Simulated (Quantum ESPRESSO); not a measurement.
# Ge4Si4: input and log of a self-consistent run

A calculation, not a measurement. The program is pw.x of Quantum ESPRESSO 7.5 (plane-wave density functional theory). The cell is made up: 8 atoms on a zincblende/diamond lattice, with randomly drawn elements, strain and displacements, not relaxed. PseudoDojo standard norm-conserving files (v0.5 for PBE, v0.4.1 for LDA and PBEsol) set the functional; there is no spin polarisation, spin-orbit coupling or dispersion term, and the masses in the input are unused placeholders.

Input:

```
&control calculation='scf', pseudo_dir='./dojo.nc.sr.pbe.v0_5.standard.upf', outdir='./o', disk_io='medium', tprnfor=.true., tstress=.true. /
&system ibrav=0, nat=8, ntyp=2, nbnd=46, ecutwfc=77.98206166, nosym=.true., tot_charge=0,
 occupations='smearing', smearing='fd', degauss=0.0073498644
/
&electrons conv_thr=7.350e-09, electron_maxstep=60, /
ATOMIC_SPECIES
Ge 1.0 Ge.upf
Si 1.0 Si.upf
CELL_PARAMETERS angstrom
5.6816 0.0406 0.0059
0.0406 5.804 -0.0367
0.0059 -0.0367 5.69
ATOMIC_POSITIONS angstrom
Ge 0.0156 0.0071 0.0338
Ge 0.0792 2.8418 2.8138
Si 2.8343 0.0148 2.8548
Si 2.8144 2.8817 -0.0406
Ge 1.4401 1.387 1.4166
Si 1.5186 4.3741 4.2756
Ge 4.2891 1.4523 4.2625
Si 4.265 4.3426 1.4113
K_POINTS automatic
6 6 6 1 1 1
```

The log is shortened where brackets say so; the opening notice, blank lines, dates and the lines on written files are dropped, and the path of the files is cut. It prints rydbergs, bohrs and kilobars, and counts compression as positive stress.

```
     Program PWSCF v.7.5
     Parallel version (MPI & OpenMP), running on       1 processor cores
     Number of MPI processes:                 1
     Threads/MPI process:                     1
     [start-up lines left out]
     bravais-lattice index     =            0
     lattice parameter (alat)  =      10.7369  a.u.
     unit-cell volume          =    1266.0970 (a.u.)^3
     number of atoms/cell      =            8
     number of atomic types    =            2
     number of electrons       =        72.00
     number of Kohn-Sham states=           46
     kinetic-energy cutoff     =      77.9821  Ry
     charge density cutoff     =     311.9282  Ry
     scf convergence threshold =      7.3E-09
     mixing beta               =       0.7000
     number of iterations used =            8  plain     mixing
     Exchange-correlation= PBE
                           (   1   4   3   4   0   0   0)
     [axes and pseudopotential details left out]
   Cartesian axes
     site n.     atom                  positions (alat units)
         1        Ge     tau(   1) = (   0.0027456   0.0012496   0.0059489  )
         2        Ge     tau(   2) = (   0.0139394   0.5001630   0.4952349  )
         3        Si     tau(   3) = (   0.4988430   0.0026048   0.5024510  )
         4        Si     tau(   4) = (   0.4953405   0.5071855  -0.0071457  )
         5        Ge     tau(   5) = (   0.2534607   0.2441150   0.2493247  )
         6        Si     tau(   6) = (   0.2672769   0.7698511   0.7525149  )
         7        Ge     tau(   7) = (   0.7548909   0.2556080   0.7502093  )
         8        Si     tau(   8) = (   0.7506493   0.7643070   0.2483919  )
     number of k points=   108  Fermi-Dirac smearing, width (Ry)=  0.0073
     Number of k-points >= 100: set verbosity='high' to print them.
     Dense  grid:   117769 G-vectors     FFT dimensions: (  64,  64,  64)
     Estimated max dynamical RAM per process >     157.91 MB
     Initial potential from superposition of free atoms
     starting charge      71.9943, renormalised to      72.0000
     Starting wfcs are   52 randomized atomic wfcs
     total cpu time spent up to now is       58.6 secs
     per-process dynamical memory:   126.8 Mb
     Self-consistent Calculation
     iteration #  1     ecut=    77.98 Ry     beta= 0.70
     Davidson diagonalization with overlap
     ethr =  1.00E-02,  avg # of iterations =  3.5
     Threshold (ethr) on eigenvalues was too large:
     Diagonalizing with lowered threshold
     Davidson diagonalization with overlap
     ethr =  1.89E-04,  avg # of iterations =  6.6
     total cpu time spent up to now is      396.4 secs
     total energy              =    -748.37699441 Ry
     estimated scf accuracy    <       0.15170612 Ry
     iteration #  2     ecut=    77.98 Ry     beta= 0.70
     Davidson diagonalization with overlap
     ethr =  2.11E-04,  avg # of iterations =  1.2
     total cpu time spent up to now is      503.4 secs
     total energy              =    -748.38105432 Ry
     estimated scf accuracy    <       0.01146886 Ry
     iteration #  3     ecut=    77.98 Ry     beta= 0.70
     Davidson diagonalization with overlap
     ethr =  1.59E-05,  avg # of iterations =  5.2
     total cpu time spent up to now is      660.0 secs
     total energy              =    -748.38185735 Ry
     estimated scf accuracy    <       0.00679282 Ry
     iteration #  4     ecut=    77.98 Ry     beta= 0.70
     Davidson diagonalization with overlap
     ethr =  9.43E-06,  avg # of iterations =  2.4
     total cpu time spent up to now is      796.6 secs
     total energy              =    -748.38339591 Ry
     estimated scf accuracy    <       0.00013347 Ry
     iteration #  5     ecut=    77.98 Ry     beta= 0.70
     Davidson diagonalization with overlap
     ethr =  1.85E-07,  avg # of iterations =  5.0
     total cpu time spent up to now is      951.9 secs
     total energy              =    -748.38343180 Ry
     estimated scf accuracy    <       0.00002192 Ry
     iteration #  6     ecut=    77.98 Ry     beta= 0.70
     Davidson diagonalization with overlap
     ethr =  3.04E-08,  avg # of iterations =  2.1
     total cpu time spent up to now is     1076.0 secs
     total energy              =    -748.38343619 Ry
     estimated scf accuracy    <       0.00000140 Ry
     iteration #  7     ecut=    77.98 Ry     beta= 0.70
     Davidson diagonalization with overlap
     ethr =  1.95E-09,  avg # of iterations =  3.1
     total cpu time spent up to now is     1224.9 secs
     total energy              =    -748.38343671 Ry
     estimated scf accuracy    <       0.00000026 Ry
     iteration #  8     ecut=    77.98 Ry     beta= 0.70
     Davidson diagonalization with overlap
     ethr =  3.57E-10,  avg # of iterations =  2.0
     total cpu time spent up to now is     1374.6 secs
     total energy              =    -748.38343677 Ry
     estimated scf accuracy    <       0.00000002 Ry
     iteration #  9     ecut=    77.98 Ry     beta= 0.70
     Davidson diagonalization with overlap
     ethr =  2.33E-11,  avg # of iterations =  2.8
     total cpu time spent up to now is     1494.9 secs
     End of self-consistent calculation
     [lines on levels left out]
!    total energy              =    -748.38343677 Ry
     estimated scf accuracy    <          1.1E-09 Ry
     smearing contrib. (-TS)   =      -0.00036612 Ry
     internal energy E=F+TS    =    -748.38307065 Ry
     The total energy is F=E-TS. E is the sum of the following terms:
     one-electron contribution =    -478.95589000 Ry
     hartree contribution      =     280.22682468 Ry
     xc contribution           =    -186.59192527 Ry
     ewald contribution        =    -363.06208005 Ry
     convergence has been achieved in   9 iterations
     Forces acting on atoms (cartesian axes, Ry/au):
     atom    1 type  1   force =    -0.02209468   -0.03601551   -0.00773759
     atom    2 type  1   force =    -0.01317166    0.04084992    0.01519571
     atom    3 type  2   force =     0.01755597   -0.02792577    0.00599861
     atom    4 type  2   force =     0.01646432    0.02372184    0.01493492
     atom    5 type  1   force =     0.02410121    0.01712554   -0.00418526
     atom    6 type  2   force =    -0.00653788   -0.01407159   -0.01484577
     atom    7 type  1   force =    -0.01017549    0.00034063   -0.00473084
     atom    8 type  2   force =    -0.00614180   -0.00402506   -0.00462978
     Total force =     0.087484     Total SCF correction =     0.000164
     Computing stress (Cartesian axis) and pressure
          total   stress  (Ry/bohr**3)                   (kbar)     P=      -38.67
  -0.00021858  -0.00007574  -0.00000365          -32.15      -11.14       -0.54
  -0.00007574  -0.00034364   0.00005985          -11.14      -50.55        8.80
  -0.00000365   0.00005985  -0.00022642           -0.54        8.80      -33.31
     init_run     :     55.71s CPU     58.54s WALL (       1 calls)
     electrons    :   1364.63s CPU   1436.30s WALL (       1 calls)
     forces       :     14.64s CPU     14.79s WALL (       1 calls)
     stress       :     80.96s CPU     84.21s WALL (       1 calls)
     [timing details left out]
     PWSCF        :  25m16.47s CPU  26m36.86s WALL
     JOB DONE.
```

In other units: free energy -10182.275 eV for the cell, pressure -3.87 GPa, largest force component 1.050 eV/Å. A rerun of this cell at 1347 eV and a 8 x 8 x 8 mesh moved values by no more than 0.003 eV in energy, 0.02 GPa in stress and 0.002 eV/Å in force.